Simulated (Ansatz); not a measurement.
C₂CuSe₂:
```yaml
crystal:
  lattice:
    - [9.13096, 0.00000, 0.00000]
    - [-4.56548, 7.90764, 0.00000]
    - [0.00000, 0.00000, 3.68509]
  atoms:
    - { symbol: C, position: [0.17765, 0.08883, 0.00000] }
    - { symbol: C, position: [0.91117, 0.08883, 0.00000] }
    - { symbol: C, position: [0.91117, 0.82235, 0.00000] }
    - { symbol: C, position: [0.82235, 0.91117, 0.00000] }
    - { symbol: C, position: [0.08883, 0.91117, 0.00000] }
    - { symbol: C, position: [0.08883, 0.17765, 0.00000] }
    - { symbol: Se, position: [0.41516, 0.20758, 0.00000] }
    - { symbol: Se, position: [0.79242, 0.20758, 0.00000] }
    - { symbol: Se, position: [0.79242, 0.58484, 0.00000] }
    - { symbol: Se, position: [0.58484, 0.79242, 0.00000] }
    - { symbol: Se, position: [0.20758, 0.79242, 0.00000] }
    - { symbol: Se, position: [0.20758, 0.41516, 0.00000] }
    - { symbol: Cu, position: [0.50000, 0.00000, 0.00000] }
    - { symbol: Cu, position: [0.00000, 0.50000, 0.00000] }
    - { symbol: Cu, position: [0.50000, 0.50000, 0.00000] }
```

Relaxed with r²SCAN+D4. Special points in fractions of this cell's reciprocal vectors: Γ (0.000, 0.000, 0.000); M (0.500, 0.000, 0.000); K (0.333, 0.333, 0.000); A (0.000, 0.000, 0.500); L (0.500, 0.000, 0.500); H (0.333, 0.333, 0.500).

List the band energies nearest the Fermi level at these points for r²SCAN+D4 in the plane-wave PAW code Ansatz.

In eV from the Fermi level; about four levels below and three above (degenerate sets whole), none deeper than 8.9 eV; points with the same levels are listed once.

```tsv
k	below	above
Γ	-1.05 -1.05 -0.90 -0.28	0.84 0.84 1.74
M	-0.69 -0.29 -0.07 -0.01	0.01 0.02 0.57
K	-0.46 -0.46 -0.30 0.00	0.26 0.26 3.50 3.50
A	-1.13 -1.13 -0.76 -0.76	2.07 2.28 2.36 2.36
L	-1.91 -1.64 -1.27 -1.03	0.24 0.25 2.21
H	-1.60 -1.60 -0.33 -0.13 -0.13	2.42 2.42 2.59
```

Space group P6/mmm. The cell is a constructed one: a structure type filled with these elements; neither database checked (COD, Materials Project) lists it. Its standing as an ambient phase is unchecked. The r²SCAN+D4 relaxation kept the symmetry of its start. At this level the phase is mechanically unstable. The run is not spin-polarised. With an odd number of electrons in the cell and no spin polarisation, the count alone makes it a metal. Spin–orbit coupling is left out wherever it is not named.

Potentials: the later of the program's two PAW sets.
